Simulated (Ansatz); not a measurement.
With DFT-r²SCAN in the program Ansatz with PAW potentials, Zr$_{2}$SiB$_{2}$ in the hexagonal phase (P-6m2; Zr on 2h, Si on 1a, B on 1b, B on 1f) relaxes to a = 3.186 Å, c = 7.803 Å. Against the elements it lies at -0.85 eV/atom, with no fitted shifts.

Electronic character: metallic (no gap). Gap from r²SCAN with spin–orbit coupling: none (metallic).

The bulk modulus is 173 GPa. Bader charges are Zr +1.44, Si -1.08, B -0.92 to -0.87 e.

The start of the workflow was typed in or built on a structure type; neither database checked (COD, Materials Project) lists it. Its standing as an ambient phase is unchecked. Symmetry was held in the r²SCAN relaxation; whether a distortion lowers the energy is not shown. No spin polarisation was allowed. The references are the lowest solids computed at this level, not always the standard phases. Scalar-relativistic: spin–orbit coupling is off unless named, which matters more the heavier the elements.

Potentials: the earlier of the program's two PAW sets.
